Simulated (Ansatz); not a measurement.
Here is the system:

AlCrB:
```
AlCrB
1.0
    1.50086    -6.94674     0.00000
    1.50086     6.94674     0.00000
    0.00000     0.00000     2.96667
Al B Cr
2 2 2
Direct
  0.69135   0.30865   0.25000
  0.30865   0.69135   0.75000
  0.46767   0.53233   0.75000
  0.53233   0.46767   0.25000
  0.08392   0.91608   0.75000
  0.91608   0.08392   0.25000
```

This is the PBE-relaxed structure.

Problem. All from plane-wave PAW PBE (Ansatz code), unless another level is named. Give the electronic character.

Solution. metallic (no gap).

Problem. What about the formation energy from the elements (no fitted shifts)?

Solution. -36 kJ/mol-atom.

Problem. Next, the density of states at the Fermi level?

Solution. 0.33 states/eV per atom (mean over ±0.08 eV).

Space group Cmcm. The start of the workflow was typed in or built on a structure type; neither database checked (COD, Materials Project) lists it. Its standing as an ambient phase is unchecked. The PBE relaxation kept the symmetry of its start; whether a distortion lowers the energy is not shown. The workflow began spin-polarised and lost its moments. The references are the lowest solids computed at this level, not always the standard phases.

Potentials: the earlier of the program's two PAW sets.
